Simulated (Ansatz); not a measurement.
CaO:
```cif
data_CaO
_chemical_formula_sum 'Ca1 O1'
_space_group_name_H-M_alt 'P 1'
_space_group_IT_number 1
_cell_length_a 3.32860
_cell_length_b 3.32860
_cell_length_c 3.32860
_cell_angle_alpha 60.000
_cell_angle_beta 60.000
_cell_angle_gamma 60.000
loop_
_space_group_symop_operation_xyz
  'x, y, z'
loop_
_atom_site_label
_atom_site_type_symbol
_atom_site_fract_x
_atom_site_fract_y
_atom_site_fract_z
_atom_site_occupancy
Ca1 Ca 0.00000 0.00000 0.00000 1
O1 O 0.50000 0.50000 0.50000 1
```

Relaxed with LDA.

### Question
Give the optical modes at the zone centre with their infrared and Raman activity from DFPT, DFT-LDA in the program Ansatz with PAW potentials.

### Answer
Transverse frequencies, without the LO–TO term; a row sums one degenerate level.

| ω (cm⁻¹) | degeneracy | IR ((D/Å)²/amu) | Raman (Å⁴/amu) | activity | symmetry |
|---|---|---|---|---|---|
| 291 | 3 | 34.14 | 0 | IR | T1u |

### Question
How high does the top mode go among those that the LO–TO term moves?

### Answer
569 cm⁻¹ for q along x.

Space group Fm-3m (rock salt). The cell was relaxed with LDA under the symmetry of its start.

Potentials: the earlier of the program's two PAW sets. The files were generated under PBE; for other functionals the program regenerates the frozen cores, and for LDA and PBEsol the local potential too.
